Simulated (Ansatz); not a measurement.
PbS:
```yaml
crystal:
  lattice:
    - [4.12975, 0.00000, 0.00000]
    - [0.00000, 4.12975, 0.00000]
    - [0.00000, 0.00000, 7.88819]
  atoms:
    - { symbol: Pb, position: [0.00000, 0.50000, 0.00000] }
    - { symbol: Pb, position: [0.50000, 0.00000, 0.50000] }
    - { symbol: S, position: [0.00000, 0.00000, 0.25000] }
    - { symbol: S, position: [0.00000, 0.00000, 0.75000] }
```

Relaxed with PBE. Special points in fractions of this cell's reciprocal vectors: Γ (0.000, 0.000, 0.000); X (0.000, 0.500, 0.000); M (0.500, 0.500, 0.000); Z (0.000, 0.000, 0.500); R (0.000, 0.500, 0.500); A (0.500, 0.500, 0.500).

**Question.** List the band energies nearest the Fermi level at these points for PBE in the plane-wave PAW code Ansatz.

**Answer.** In eV from the Fermi level; about four levels below and three above (degenerate sets whole), none deeper than 8.9 eV; points with the same levels are listed once.

```tsv
k	below	above
Γ	-1.99 -1.99 -0.84 -0.84	0.11 1.98 2.80 2.80
X	-2.03 -1.64 -1.45 -0.72	1.39 3.37 3.67
M	-0.75 -0.65 -0.65 -0.63	0.49 2.48 4.70
Z	-1.22 -1.22 -0.97 -0.97	2.87 2.87 3.69 3.69
R	-1.60 -0.80 -0.61 -0.15	0.05 2.76 3.38
A	-0.34 -0.34 -0.17 -0.17	4.18 4.18 5.18 5.18
```

Space group P4_2/mmc. A made-up cell: these elements were put on the sites of a structure type; neither database checked (COD, Materials Project) lists it. It is not the phase usual at ambient conditions (space group No. 225). Symmetry was held in the PBE relaxation; its stability against distortions is not shown here. Scalar-relativistic: spin–orbit coupling is off unless named, which matters more the heavier the elements.

Potentials: the later of the program's two PAW sets.
